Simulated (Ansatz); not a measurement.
TlIn: course of a relaxation

Theory: DFT PBEsol, scalar-relativistic, plane waves, PAW in Ansatz 0.2.0. Settings: 420 eV cutoff, 15×15×15 k-mesh, Gaussian smearing of 0.10 eV, no spin polarisation.

What was changed: relaxed at 4 GPa.

Spin–orbit coupling is left out, which can shift energies with elements as heavy as these.

Input:

```yaml
crystal:
  lattice:
    - [1.6352173576, 0.9440931816, 5.3628126646]
    - [-1.6352173576, 0.9440931816, 5.3628126646]
    - [0.0, -1.8881863631, 5.3628126646]
  atoms:
    - { symbol: Tl, position: [0.5, 0.5, 0.5] }
    - { symbol: In, position: [0.0, 0.0, 0.0] }
basis:
  ecutwfc: 420
kpoints:
  mp_grid: { grid: [15, 15, 15] }
hamiltonian:
  xc: pbesol
scf:
  occupations: { method: gaussian, width: 0.1 }
output:
  forces: true
  stress: true
  eigenvalues: true
relax:
  adjacent_minimum: "off"
  f_tol: 0.008
  max_steps: 50
  cell: { stress_tol: 0.08, p_target: 4.0 }
```

F is the free energy. Steps run on the plane waves of an earlier cell, but the last one, and at times one on the way, on a freshly chosen basis, so a repeated geometry can differ a little in energy. The relaxation lowers the enthalpy F + PV at the target pressure, so F itself can rise.

Steps:

```tsv
step	F − F(1) (eV)	largest force component (eV/Å)	V (Å³/atom)	P (GPa)
1	0.0000	0.000	24.837	4.27
2	-0.0078	0.000	24.993	3.88
3	-0.0056	0.000	24.946	4.00
4	-0.0056	0.000	24.946	4.00
```

Relaxed structure:

```cif
data_structure
_symmetry_space_group_name_H-M 'P 1'
_symmetry_Int_Tables_number 1
_cell_length_a 5.6906
_cell_length_b 5.6906
_cell_length_c 5.6906
_cell_angle_alpha 33.461
_cell_angle_beta 33.461
_cell_angle_gamma 33.461
_cell_volume 49.89
loop_
_atom_site_label
_atom_site_type_symbol
_atom_site_fract_x
_atom_site_fract_y
_atom_site_fract_z
_atom_site_occupancy
Tl1 Tl 0.50000 0.50000 0.50000 1
In1 In 0.00000 0.00000 0.00000 1
```

It takes space group R-3m (No. 166, trigonal). Conventional cell: a = 3.276 Å, b = 3.276 Å, c = 16.101 Å, α = 90.00°, β = 90.00°, γ = 120.00°. Tl (site symmetry -3m) is surrounded by 6 Tl at 3.28 Å and 6 In at 3.28 Å. In (site symmetry -3m) has 6 In at 3.28 Å and 6 Tl at 3.28 Å as nearest neighbours.

The run converged. The run took of the order of 60 core-seconds.